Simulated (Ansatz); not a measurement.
Al: computed property card

Al:
```yaml
crystal:
  lattice:
    - [2.81888, 0.00000, 0.00000]
    - [-1.40944, 2.44122, 0.00000]
    - [0.00000, 0.00000, 9.22381]
  atoms:
    - { symbol: Al, position: [0.00000, 0.00000, 0.00000] }
    - { symbol: Al, position: [0.00000, 0.00000, 0.50000] }
    - { symbol: Al, position: [0.33333, 0.66667, 0.25000] }
    - { symbol: Al, position: [0.66667, 0.33333, 0.75000] }
```

Space group P6_3/mmc (No. 194), dhcp (α-La type); conventional cell a = b = 2.8189 Å, c = 9.2238 Å, α = β = 90.00°, γ = 120.00°.

Method: LDA (plane waves, PAW; program Ansatz). Structure relaxed to zero pressure with the same functional. Other levels are named where they apply.

### Cell and energy

- Volume per atom: 15.87 Å³
- Density: 2.82 g/cm³

### Electronic structure

Electronic character: metallic (no gap)
Density of states at the Fermi level: 0.37 states/eV per atom (mean over ±0.08 eV)

### Mechanics

- Bulk modulus (Birch–Murnaghan fit) = 82.8 GPa
- Pressure derivative B′ = 4.6
- Elastic constants (relaxed ions, GPa) = C11 = 127, C12 = 62.3, C13 = 59.7, C33 = 127, C44 = 30.0
- Mechanical stability = stable (all eigenvalues of C positive)
- Hill bulk and shear moduli = 82.7 and 31.7 GPa
- Young's modulus = 84.3 GPa
- Poisson's ratio = 0.33
- Debye temperature from the elastic constants = 445 K

The workflow started from a Materials Project entry (that database holds measured and hypothetical structures alike); the Crystallography Open Database copy checked does not list it. It is not the phase usual at ambient conditions (space group No. 225). The cell was relaxed with LDA under the symmetry of its start; its stability against distortions is not shown here. As this level gives no gap, shear constants depend on the k-mesh and smearing (Fermi–Dirac, 0.1 eV here). Axis ratios of metals converge slowly with the k-mesh, so a and c are less sure than the volume.

Potentials: the later of the program's two PAW sets.
